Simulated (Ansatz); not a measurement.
Does relaxation matter for the field gradients of Mg2CrIn3S8?

Start: a Materials Project structure (computed, not necessarily an observed phase), atoms as given.

Space group R-3m:H (No. 166); a = 7.5979, c = 18.4954 Å, γ = 120.00°.

```csv
site,Wyckoff,site symmetry,x,y,z
Mg,6c,3m,0.0000,0.0000,0.8752
Cr,3b,-3m,0.0000,0.0000,0.5000
In,9e,.2/m,0.1667,0.8333,0.3333
S7,18h,.m,0.1508,0.8492,0.5795
S9,6c,3m,0.0000,0.0000,0.2569
```

One atom of each set is listed; the run and its k-mesh use a cell of 14 atoms with edges of 7.57, 7.57, 7.57 Å.

Computed with Ansatz: DFT, PBE, plane waves and PAW, scalar-relativistic, collinear spin, 420 eV cutoff, Γ-centred 5×5×5 k-points, Fermi–Dirac smearing 0.02 eV. Start moments as typed (μB): 3 on each Cr, none on the rest.

The largest force at the start is 0.038 eV/Å. Relaxing the ions at fixed cell moves them by 0.012 Å at most (atom 2, Mg) and 0.008 Å rms.

```json
{"site": "Mg", "moved (Å)": "0.012", "first shell before": "4 S at 2.44–2.50 Å", "first shell after": "4 S at 2.44–2.50 Å", "V_zz before (10²¹ V/m²)": "0.19", "η before": "0.00"}
{"site": "Cr", "moved (Å)": "0.000", "first shell before": "6 S at 2.47 Å", "first shell after": "6 S at 2.47 Å", "V_zz before (10²¹ V/m²)": "-0.51", "η before": "0.00"}
{"site": "In", "moved (Å)": "0.000", "first shell before": "6 S at 2.61–2.65 Å", "first shell after": "6 S at 2.60–2.65 Å", "V_zz before (10²¹ V/m²)": "2.56", "η before": "0.53"}
{"site": "S7", "moved (Å)": "0.008", "first shell before": "1 Cr at 2.47 Å, 1 Mg at 2.50 Å, 2 In at 2.65 Å", "first shell after": "1 Cr at 2.47 Å, 1 Mg at 2.50 Å, 2 In at 2.65 Å", "V_zz before (10²¹ V/m²)": "1.67", "η before": "0.07"}
{"site": "S9", "moved (Å)": "0.010", "first shell before": "1 Mg at 2.44 Å, 3 In at 2.61 Å", "first shell after": "1 Mg at 2.44 Å, 3 In at 2.60 Å", "V_zz before (10²¹ V/m²)": "-0.53", "η before": "0.00"}
```

Q: What are V_zz and η after the relaxation?

A: 

```
site  V_zz after  η after  change of V_zz
  Mg        0.18     0.00           -0.01
  Cr       -0.50     0.00           +0.01
  In        2.77     0.63           +0.21
  S7        1.62     0.09           -0.05
  S9       -0.62     0.00           -0.09
```

The largest change of V_zz is on In, from 2.56 to 2.77. In per cent, |V_zz| changes by -4 on Cr, +8 on In, -3 to +19 on S (all sites that start above 0.5).

Without spin–orbit coupling (the program notes it for In) the gradients can shift somewhat, as the gap is small. All moments are parallel here, as the start or the cell imposes; many such compounds order antiparallel, where fields and spin densities carried over to other atoms largely cancel. The magnetic order is the one that the run reached from its start moments, not necessarily the measured one.
